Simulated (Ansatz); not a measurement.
Cell and atoms are relaxed with the symmetry kept. Start:

```xyz
2
Lattice="1.3623 0.7865 4.2445 -1.3623 0.7865 4.2445 0.0000 -1.5730 4.2445" Properties=species:S:1:pos:R:3 pbc="T T T"
Cu    0.0000    0.0000    0.0000
Pt    0.0000    0.0000    6.3667
```

Computed with Ansatz 0.2.0, DFT r2SCAN, scalar-relativistic, plane waves, PAW.

Cutoff 500 eV; k points 18×18×18 on the computed 2-atom cell (Γ-centred); Gaussian smearing, width 0.10 eV; no spin polarisation.

What does it relax to?

The volume falls by 0.03 Å³/atom to 13.62 Å³/atom, and the energy falls by 0.1 meV/atom. Final structure:
```xyz
2
Lattice="1.3598 0.7851 4.2519 -1.3598 0.7851 4.2519 0.0000 -1.5702 4.2519" Properties=species:S:1:pos:R:3 pbc="T T T"
Cu    0.0000    0.0000    0.0000
Pt    0.0000    0.0000    6.3779
```

Spin–orbit coupling is left out, which can shift energies with elements as heavy as these.

Cost: 1 run of about 1.6 core-minutes, on Intel Xeon 6975P-C (Granite Rapids) (shared hosts).